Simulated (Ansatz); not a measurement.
Relaxed-ion elastic tensor of I (molecular I2 type, space group No. 64) in GPa (Voigt order), plane-wave PAW LDA (Ansatz code); density 5.72 g/cm³, 36.82 Å³ per atom.

```
21.0   5.5  -0.5   0.0   0.0   0.0
 5.5  37.0  35.8   0.0   0.0   0.0
-0.5  35.8  71.3   0.0   0.0   0.0
 0.0   0.0   0.0  43.9   0.0   0.0
 0.0   0.0   0.0   0.0   4.1   0.0
 0.0   0.0   0.0   0.0   0.0   8.2
```

Problem. Is the crystal mechanically stable?

Solution. Yes: the smallest eigenvalue of C is 4.1 GPa.

Problem. Work out the Voigt, Reuss and Hill averages.

Solution. K_V = 23.4, K_R = 15.3, K_H = 19.4; G_V = 17.1, G_R = 8.0, G_H = 12.6 GPa.

Problem. Give Young's modulus, Poisson's ratio, Pugh's ratio and the universal anisotropy index.

Solution. E = 9KG/(3K + G) = 31.0 GPa; ν = 0.23; K/G = 1.54 (brittle by the Pugh limit of 1.75); A_U = 5G_V/G_R + K_V/K_R − 6 = 6.20.

Problem. Estimate the sound speeds and the Debye temperature.

Solution. v_l = √((K + 4G/3)/ρ) = 2510 m/s, v_t = √(G/ρ) = 1480 m/s, mean 1640 m/s; Θ = (h/k)(3n/4πV)^(1/3) v_m = 147 K.

Problem. Solve the Christoffel equation for the three sound speeds along x, y, z.

Solution. Eigenvalues of C_ijkl n_j n_l equal ρv². In km/s, slowest first: x 0.84, 1.20, 1.92; y 1.20, 2.54, 2.77; z 0.84, 2.77, 3.53.

Problem. How much does each axis shrink under pressure?

Solution. Linear compressibilities β_i = Σ_j S_ij (j = 1 to 3): x 44, y 13, z 7.9 per TPa.

Space group Cmce (molecular I2 type). The cell was relaxed with LDA under the symmetry of its start. A crystal of weakly bound molecules computed without a dispersion correction: the cell and the soft elastic constants depend strongly on that. Spin–orbit coupling is left out wherever it is not named.

Potentials: the later of the program's two PAW sets.
